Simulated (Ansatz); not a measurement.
## Computed properties of Ga4As3N (ordering on zincblende)

All numbers come from Ansatz. The calculation is non-magnetic, and the structure need not be a phase that has been made.

Structure: Ga4As3N as one 8-atom ordering (Pmm2) on the zincblende lattice, at its r2SCAN minimum. It is orthorhombic, Pmm2 (No. 25); conventional cell a = 3.810 Å, b = 7.683 Å, c = 5.305 Å, 19.41 Å³ an atom. N has 4 Ga at 1.98–2.16 Å; Ga has 2 N at 2.16 Å and 2 As at 2.43 Å; As has 4 Ga at 2.39–2.43 Å; Ga has 1 N at 1.98 Å and 3 As at 2.42–2.51 Å; As has 4 Ga at 2.40–2.51 Å; Ga has 4 As at 2.39–2.40 Å.

```yaml
crystal:
  lattice:
    - [3.81023, 0.00000, 0.00000]
    - [0.00000, 7.68300, 0.00000]
    - [0.00000, 0.00000, 5.30504]
  atoms:
    - { symbol: N, position: [0.00000, 0.00000, 0.00662] }
    - { symbol: Ga, position: [0.50000, 0.00000, 0.81633] }
    - { symbol: As, position: [0.50000, 0.76977, 0.50156] }
    - { symbol: Ga, position: [0.00000, 0.78932, 0.22307] }
    - { symbol: As, position: [0.00000, 0.50000, 0.00212] }
    - { symbol: Ga, position: [0.50000, 0.50000, 0.72568] }
    - { symbol: As, position: [0.50000, 0.23023, 0.50156] }
    - { symbol: Ga, position: [0.00000, 0.21068, 0.22307] }
```

Relaxed lattice by functional, symmetry kept:
```
functional  k mesh  a (Å)  b (Å)  c (Å)  volume (Å³/atom)
       PBE   6×4×4  3.863  7.780  5.377             20.20
    r2SCAN   6×4×4  3.810  7.683  5.305             19.41
```

Gaps on the r2SCAN cell, each the least over its mesh and the special points:
```csv
level,k mesh,gap (eV),kind,edges,least direct gap (eV),rough cost
PBE,6×4×6,none (overlap 0.15),–,–,–,90 core-seconds
PBE+SOC,6×4×6,none (overlap 0.10),–,–,–,7 core-minutes
r2SCAN,6×4×6,none (overlap 0.10),–,–,–,110 core-seconds
```
All runs use a smearing of 0.02 eV.
Wave cutoffs: 420 eV, 500 eV (r2SCAN).
Points off the special ones are mesh points or PBE's searched band edges, reused at the other levels.
Costs come from shared machines and give only the order; PBE's includes the band path. The runs had 4 threads of Arm Neoverse V2, with other jobs on the host.

r2SCAN gives no gap: the lowest nominally empty band dips 0.10 eV below the top of the last filled one (its bottom at Γ, the top at Y), so the cell is a metal or semimetal at this level. PBE+SOC gives no gap: the lowest nominally empty band dips 0.10 eV below the top of the last filled one (its bottom at Γ–Z (0.20 of the way from Γ), the top at Y), so the cell is a metal or semimetal at this level.

No level opens a gap, but no hybrid is among them, and semilocal functionals can close a real gap.

Only the levels marked +SOC include spin-orbit coupling.
